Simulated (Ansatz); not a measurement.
ZnSb₂O₄ in space group P4_2/mbc (No. 135; Zn on 4d, Sb on 8h, O on 8h, O on 8g), PBE in the plane-wave PAW code Ansatz, all energies at zero smearing, with the estimated change up to a 700 eV cutoff added, with one set of potentials and settings (totals compare only within such a set). Cell of 28 atoms (4 Zn, 8 Sb, 16 O): -74228.362 eV.

```csv
element,reference phase,E (eV/atom)
Zn,"C2/m, 3 atoms in the cell",-3319.0295
Sb,"R-3m, 2 atoms in the cell",-6484.4916
O,"C2/m, 4 atoms in the cell, spin-polarised",-565.0000
```

Formation energy per atom, worked out: (-74228.362 − 4×(-3319.0295) − 8×(-6484.4916) − 16×(-565.0000))/28 = -1.297 eV/atom (-125 kJ per mol of atoms), at 0 K, without zero-point energy or fitted corrections.

The workflow started from a Materials Project entry (that database holds measured and hypothetical structures alike); the Crystallography Open Database files this formula in space group No. 135, but the cells were not matched. Its standing as an ambient phase is unchecked. Symmetry was held in the PBE relaxation; its stability against distortions is not shown here. The references are the lowest solids computed at this level, not always the standard phases (solids in place of the gases). Scalar-relativistic: spin–orbit coupling is off unless named, which matters more the heavier the elements.

Potentials: the later of the program's two PAW sets.
